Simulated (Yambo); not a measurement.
Material: MgS (rock salt, space group Fm-3m, No. 225); a = 3.683 Å, b = 3.683 Å, c = 3.683 Å, α = 60.00°, β = 60.00°, γ = 60.00° (2 atoms in the cell). The geometry is that of Materials Project entry mp-1315, symmetrised and not relaxed again.

With norm-conserving PBE (Quantum ESPRESSO, 84 Ry, scalar-relativistic), the gap between the mesh's edge points (Γ → X) is 2.779 eV.

### Question
By how much does one-shot G0W0 (Yambo; 6×6×6 Γ-centred k mesh, bands 5 to 80 and a 10 Ry block in the screening, 80 bands in G with the Bruneval-Gonze terminator, plasmon pole fitted at 27.2 eV) open this gap, and what gap results?

### Answer
The correction is 1.693 eV, giving 4.472 eV, 1.6 times the PBE value.  Nearest settings tried, and what they do to the gap: 49 bands in G: +2 meV; 36 bands in W: -52 meV; 2 Ry block (27 vectors against 169): -355 meV. Not varied: mesh. So the settings aren't converged at that level.
